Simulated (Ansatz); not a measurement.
Computed with DFT PBE, scalar-relativistic, plane waves, PAW (Ansatz 0.2.0). All cells share a 420 eV cutoff and Γ-centred k meshes spaced at most about 0.3 Å⁻¹ (about 0.25 or finer for metals, 2π included). No spin polarisation in the final relaxations.

Temperature and zero-point effects are left out.

Two forms of Ge3Te2S were relaxed alike.

A.

```
CELL_PARAMETERS angstrom
5.40893 0.00000 0.00000
-2.70446 4.68427 0.00000
0.00000 0.00000 5.76237
ATOMIC_POSITIONS crystal
Ge 0.33333 0.66667 0.00000
Ge 0.66667 0.33333 0.00000
Ge 0.00000 0.00000 0.50000
Te 0.33333 0.66667 0.50000
Te 0.66667 0.33333 0.50000
S 0.00000 0.00000 0.00000
```

B.

```
CELL_PARAMETERS angstrom
4.05509 0.00000 0.00000
0.00000 4.05509 0.00000
0.00000 0.00000 9.50746
ATOMIC_POSITIONS crystal
Ge 0.50000 0.00000 0.61919
Ge 0.00000 0.50000 0.38081
Ge 0.50000 0.50000 0.00000
Te 0.50000 0.00000 0.32555
Te 0.00000 0.50000 0.67445
S 0.00000 0.00000 0.00000
```

**Question.** Which would you expect to be lower, and how large is the difference?

**Answer.** B is lower, by 144 meV/atom. A has space group P6/mmm (No. 191), 24.3 Å³/atom and no gap on its mesh; B has space group P-4m2 (No. 115), 26.1 Å³/atom and no gap. Counting Ge or Te atoms around S (for each partner element, those within 1.25 times its shortest distance or 1.15 times the sum of covalent radii, where it is the nearest in units of that sum or under 1.3; the shortest distance is added where it is long for a bond), A has S 8 from 2.9 Å and B has S 4 from 2.9 Å. Even the lower one lies +0.13 eV/atom against the reference forms of the elements (uncorrected), so neither is stable at this level. In A, Ge on a site of symmetry -6m2 has 2 Te at 2.88 Å, 3 S at 3.12 Å and 3 Ge at 3.12 Å; around Te lie 2 Ge at 2.88 Å, 3 Ge at 3.12 Å and 3 Te at 3.12 Å; S is surrounded by 2 Ge at 2.88 Å and 6 Ge at 3.12 Å; 1 more site not described. In B, Ge on a site of symmetry 2mm has 5 Te at 2.79–2.92 Å; Te has 5 Ge at 2.79–2.92 Å; S is surrounded by 4 Ge at 2.87 Å; 1 more site not described. Both come from invented guesses.

Weakly bound directions are ill-defined at this level, which has no dispersion term (P-4m2), and this can change margins and order among such cells. These runs have no spin–orbit coupling, which can matter for Te. The zero gap of P-4m2 may come from the functional, which often closes small gaps. Cells relaxed within their symmetry can be saddle points.
